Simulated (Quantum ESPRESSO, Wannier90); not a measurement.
BaF₂ (fluorite): Wannier90 run

Cell from Materials Project (mp-1029), symmetrised, no further relaxation. COD (Crystallography Open Database) has an entry of this formula and space group (matched by these alone). Method: PBEsol plane waves in Quantum ESPRESSO 7.5 (PseudoDojo norm-conserving files, 68 Ry, no spin polarisation, no spin-orbit coupling), Bloch states on a 8×8×8 mesh through Γ, Wannier90 4.0.1. Density: 8×8×8 mesh, cold smearing 0.01 Ry. Spin-orbit coupling is left out although heavy elements are present.

```
begin unit_cell_cart
ang
    0.0000000000    3.1128650000    3.1128650000
    3.1128650000    0.0000000000    3.1128650000
    3.1128650000    3.1128650000    0.0000000000
end unit_cell_cart
mp_grid = 8 8 8
```

Neighbour vectors b of the finite-difference formula (Å⁻¹), by shell:

```csv
shell,b_x,b_y,b_z
1,0.12615,0.12615,-0.12615
1,0.12615,-0.12615,0.12615
1,-0.12615,0.12615,0.12615
1,0.12615,0.12615,0.12615
1,-0.12615,-0.12615,0.12615
1,-0.12615,0.12615,-0.12615
1,0.12615,-0.12615,-0.12615
1,-0.12615,-0.12615,-0.12615
```

**Question.** Find the weights w_b from the completeness condition Σ_b w_b b_α b_β = δ_αβ.

**Answer.** Shell 1: Σ b_x² = 0.127, Σ b_y² = 0.127, Σ b_z² = 0.127 Å⁻²
Each of the three diagonal sums, weighted, has to give 1 and the off-diagonal ones 0, which holds for w_1 = 7.85 Å². Check on xx: 7.85×0.127 = 1.00.

On this mesh the 8 functions of bands 2-3,7-12 (valence bands; start: s functions at the bond centres, conv_tol = 1.0e-6) end with spreads 0.7641, 0.7641, 0.7641, 0.7641, 0.7641, 0.7641, 0.7641, 0.7641 Å², Ω_I = 5.6787 Å² and Ω_D = 0.0015 Å².

Ω_total is the sum of the spreads, 6.113 Å². Ω_OD = Ω_total − Ω_I − Ω_D = 0.433 Å². Only (Ω_D + Ω_OD)/Ω_total = 7.1 % depends on the gauge, and another start could lower the total by that share at most. The rms radius is √(Ω_total/8) = 0.87 Å.
